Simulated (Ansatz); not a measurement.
Co2Si in space group Pnma (No. 62; Co on 4c, Co on 4c, Si on 4c) at seven volumes, DFT-r²SCAN in the program Ansatz with PAW potentials, shape and atoms relaxed at each. One row is withheld.

```
V (Å³/atom)  P (GPa)
-----------  -------
9.493          27.13
9.806          16.66
10.119          7.60
10.431          0.00
10.744         -6.35
11.057             ?
11.370        -15.80
```

### Question
Fit the shown pressures and predict the withheld one.

### Answer
Third-order Birch–Murnaghan: P = (3/2)B₀(x^(7/2) − x^(5/2))[1 + (3/4)(B′ − 4)(x − 1)] with x = (V₀/V)^(2/3). Least squares on the six rows gives V₀ = 10.434 Å³/atom, B₀ = 228.2 GPa, B′ = 4.93. At V = 11.057, x = 0.9621 and P = -11.47 GPa. The run itself gave -11.62 GPa.

The cell was relaxed with r²SCAN under the symmetry of its start. Spin order of the final state: ferromagnetic, chosen from 4 collinear starts compared on coarse meshes (ties went to the first, and starts can fall back to one state), not a proven ground state. Other orbital occupations within this spin state were not tried.

Potentials: the earlier of the program's two PAW sets. The files were generated under PBE; for other functionals the program regenerates the frozen cores, and for LDA and PBEsol the local potential too.
